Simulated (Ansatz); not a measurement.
**Smearing, entropy and the zero-width energy in RbBr₃**

Computed with DFT PBE, scalar-relativistic, plane waves, PAW in Ansatz 0.2.0.

```
Rb Br
1.0
    -2.25857    2.25857    6.43700
     2.25857   -2.25857    6.43700
     2.25857    2.25857   -6.43700
Rb Br
1 3
Direct
  0.00000 0.00000 0.00000
  0.75000 0.25000 0.50000
  0.25000 0.75000 0.50000
  0.50000 0.50000 0.00000
```

The plane-wave cutoff is 420 eV, the Γ-centred k-mesh is 14×14×14 and the spin treatment is unpolarised.

The same metal under several smearings of width σ, on one mesh. F is the free energy, TS the smearing's entropy term for the cell of 4 atoms, and E = F + TS. Gaussian occupations are ½ erfc[(ε − μ)/σ], and N counts both spins.

```
       rule  σ (eV) F − F(narrowest) (meV/atom) TS (meV/cell)
Fermi–Dirac    0.01                        0.000          1.519
Fermi–Dirac    0.02                       -0.615          6.827
Fermi–Dirac    0.05                       -5.098         41.491
Fermi–Dirac     0.2                      -67.529        471.740
Fermi–Dirac     0.5                     -316.421       2043.625
   Gaussian     0.1                       -3.009         25.834
   Gaussian     0.5                      -63.361        445.307
```

Q: For a density of states N (both spins) that is flat over the smeared range, TS = Nσ²/2 (Gaussian) and (π²/3)Nσ² (Fermi–Dirac). What N does each run give?

A:
```csv
rule,σ (eV),N (states/eV a cell)
Fermi–Dirac,0.01,4.62
Fermi–Dirac,0.02,5.19
Fermi–Dirac,0.05,5.04
Fermi–Dirac,0.2,3.58
Fermi–Dirac,0.5,2.48
Gaussian,0.1,5.17
Gaussian,0.5,3.56
```

Equal entropy needs σ_Gauss = π√(2/3) σ_FD = 2.57 σ_FD, so a Fermi–Dirac width acts like a Gaussian one 2.57 times as large. At moderate widths N lies between 5.04 and 5.19, nearly constant, so the density of states is smooth near the Fermi level and the mesh resolves it. At the narrowest widths only the few mesh levels within σ of μ count, so N can scatter there.

Q: To second order F = E0 − TS/2 and E = E0 + TS/2. How well does E0 = (E + F)/2 undo the smearing?

A:
| rule | σ (eV) | F − E0(narrowest) (meV/atom) | (E + F)/2 − E0(narrowest) (meV/atom) |
| --- | --- | --- | --- |
| Fermi–Dirac | 0.01 | -0.19 | 0.00 |
| Fermi–Dirac | 0.02 | -0.80 | 0.05 |
| Fermi–Dirac | 0.05 | -5.29 | -0.10 |
| Fermi–Dirac | 0.2 | -67.72 | -8.75 |
| Fermi–Dirac | 0.5 | -316.61 | -61.16 |
| Gaussian | 0.1 | -3.20 | 0.03 |
| Gaussian | 0.5 | -63.55 | -7.89 |

At Fermi–Dirac 0.05 eV the free energy is off by -5.29 meV/atom and the mean by -0.10. What remains is of order σ⁴ plus the mesh error of the narrowest run, which is no exact reference. Forces and stress are derivatives of F, not of E0, so they keep the σ² error.

6 further runs of this set aren't shown, and 4 didn't finish or converge.